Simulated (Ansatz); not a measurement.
Input and command of a plane-wave DFT calculation in Ansatz:

```yaml
crystal:
  lattice:
    - [4.8586058258, 0.0, 0.0]
    - [0.0, 4.8586058258, 0.0]
    - [0.0, 0.0, 3.8703364895]
  atoms:
    - { symbol: B, position: [0.5, 0.5, 0.5] }
    - { symbol: I, position: [0.0, 0.5, 0.0] }
    - { symbol: I, position: [0.5, 0.0, 0.0] }
basis:
  ecutwfc: 420
kpoints:
  mp_grid: { grid: [10, 10, 12] }
hamiltonian:
  xc: pbe
scf:
  occupations: { method: gaussian, width: 0.1 }
output:
  forces: true
  stress: true
  eigenvalues: true
  write_density: true
  write_potential: true
  elf: true
  volumetric_format: npy
relax:
  adjacent_minimum: "off"
  f_tol: 0.01
  max_steps: 80
  cell: { stress_tol: 0.05 }
```

```bash
ansatz run input.yaml --threads 1 --pin off --max-ram 2560MiB --backend cpu --events-out ev --progress --plain --runs-dir out
```

Processor: Intel(R) Xeon(R) Platinum 8488C (Sapphire Rapids), 1 thread, on a host shared with other jobs.

How long does it run, and how much memory does it take?

About 52 s on 1 thread of Intel(R) Xeon(R) Platinum 8488C (Sapphire Rapids), with other jobs on the host, peak memory 0.57 GiB. It solves 23 bands at 147 k points (the mesh reduced by the symmetry that the task leaves, which can be less than the crystal's) with about 1785 plane waves (on the last cell), in 14 SCF iterations over 3 ionic steps.
